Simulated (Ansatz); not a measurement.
V2O3:
```yaml
crystal:
  lattice:
    - [2.38754, 1.37845, 4.74541]
    - [-2.38754, 1.37845, 4.74541]
    - [0.00000, -2.75690, 4.74541]
  atoms:
    - { symbol: O, position: [0.07566, 0.42434, 0.75000] }
    - { symbol: O, position: [0.75000, 0.07566, 0.42434] }
    - { symbol: O, position: [0.42434, 0.75000, 0.07566] }
    - { symbol: O, position: [0.92434, 0.57566, 0.25000] }
    - { symbol: O, position: [0.25000, 0.92434, 0.57566] }
    - { symbol: O, position: [0.57566, 0.25000, 0.92434] }
    - { symbol: V, position: [0.83970, 0.83970, 0.83970] }
    - { symbol: V, position: [0.66030, 0.66030, 0.66030] }
    - { symbol: V, position: [0.16030, 0.16030, 0.16030] }
    - { symbol: V, position: [0.33970, 0.33970, 0.33970] }
```
The run is spin-polarised; directions of the spins, atom by atom: 0 0 0 0 0 0 ↑ ↑ ↑ ↑.

Relaxed with PBEsol. Special points in fractions of this cell's reciprocal vectors: Γ (0.000, 0.000, 0.000); T (0.500, 0.500, 0.500); H2 (0.777, 0.223, 0.500); H0 (0.500, -0.223, 0.223); L (0.500, 0.000, 0.000); S0 (0.361, -0.361, 0.000); S2 (0.639, 0.000, 0.361); F (0.500, 0.000, 0.500).

### Question
List the band energies nearest the Fermi level at these points for plane-wave PAW PBEsol (Ansatz code).

### Answer
In eV from the Fermi level; about four levels below and three above (degenerate sets whole), none deeper than 8.9 eV; points with the same levels are listed once.

```tsv
k	below	above
Γ ↑	-0.69 -0.69 -0.55 -0.55	0.22 0.82 0.82
T ↑	-0.56 -0.56 -0.56 -0.56 -0.04 -0.04	0.30 0.30 0.30 0.30
H2 ↑	-0.86 -0.86 -0.33 -0.33	0.50 0.50 0.83 0.83
L ↑	-0.47 -0.47 -0.33 -0.33	0.35 0.35 0.58 0.58
S0 ↑	-0.92 -0.82 -0.35 -0.23	0.47 0.54 0.79
F ↑	-1.05 -0.82 -0.51 -0.07	0.27 0.36 0.77
Γ ↓	-3.74 -3.33 -3.33 -1.15	0.26 0.26 0.59 0.59
T ↓	-4.12 -4.12 -4.12 -4.12	0.47 0.47 0.76 0.76 0.76 0.76
H2 ↓	-3.89 -3.89 -0.75 -0.75	0.26 0.26 0.80 0.80
L ↓	-3.76 -3.76 -0.59 -0.59	0.56 0.56 0.75 0.75
S0 ↓	-4.10 -3.66 -0.91 -0.78	0.15 0.36 0.85
F ↓	-4.27 -3.64 -0.89 -0.64	0.06 0.29 0.69
```

Space group R-3c (corundum). The cell was relaxed with PBEsol under the symmetry of its start. Spin order of the final state: ferromagnetic, chosen from 5 collinear starts compared on coarse meshes (ties went to the first, and starts can fall back to one state), not a proven ground state. No Hubbard U is applied. The compound may be a true metal, but semilocal functionals without U, or a wrong spin order, can also close a gap.

Potentials: the earlier of the program's two PAW sets. The files were generated under PBE; for other functionals the program regenerates the frozen cores, and for LDA and PBEsol the local potential too.
